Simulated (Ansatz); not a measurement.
A distorted cell of MoS2 (2H-MoS2 type, space group P6_3/mmc):

```
CELL_PARAMETERS angstrom
      3.10903     0.00000     0.00000
     -1.55452     2.69250     0.00000
      0.00000     0.00000    11.70864
ATOMIC_POSITIONS crystal
  Mo 0.33333 0.66667 0.25000
  Mo 0.66667 0.33333 0.75000
  S  0.36022 0.68011 0.61110
  S  0.66667 0.33333 0.11648
  S  0.66667 0.33333 0.38352
  S  0.33333 0.66667 0.88352
```

All values below come from PBEsol-D3(BJ) (plane waves to 420 eV, PAW, scalar-relativistic; Ansatz, an electronic-structure program). k mesh 10×10×3 (Γ-centred), Fermi-Dirac smearing 0.05 eV. E stands for the smeared free energy. Stress and pressure are positive under compression. MoS2 is run without spin polarisation. MoS2 was relaxed with its symmetry unable to fall. The PAW data are Ansatz's earlier set.

Question: Predict the force on every atom, in eV/Å.

Answer: 
| atom | Fx | Fy | Fz |
|---|---|---|---|
| Mo1 | 0.008 | 0.004 | -0.005 |
| Mo2 | 0.558 | 0.322 | -0.861 |
| S3 | -0.538 | -0.311 | 1.021 |
| S4 | -0.003 | -0.002 | -0.002 |
| S5 | 0.008 | 0.005 | -0.037 |
| S6 | -0.031 | -0.018 | -0.117 |

Question: What is the stress tensor (GPa)?

Answer: 
```
  -1.11    -0.26     1.23
  -0.26    -0.81     0.71
   1.23     0.71    -2.65
```
The pressure, a third of the trace, is -1.52 GPa.

Question: In it atom 3 sits (0.063, 0.036, -0.063) Å away from its relaxed site. What is its energy relative to the relaxed cell?

Answer: 58 meV/cell.

(For displaced atoms, the force is minus the slope of the energy, and its curvature is a force constant, which sets phonon frequencies.)
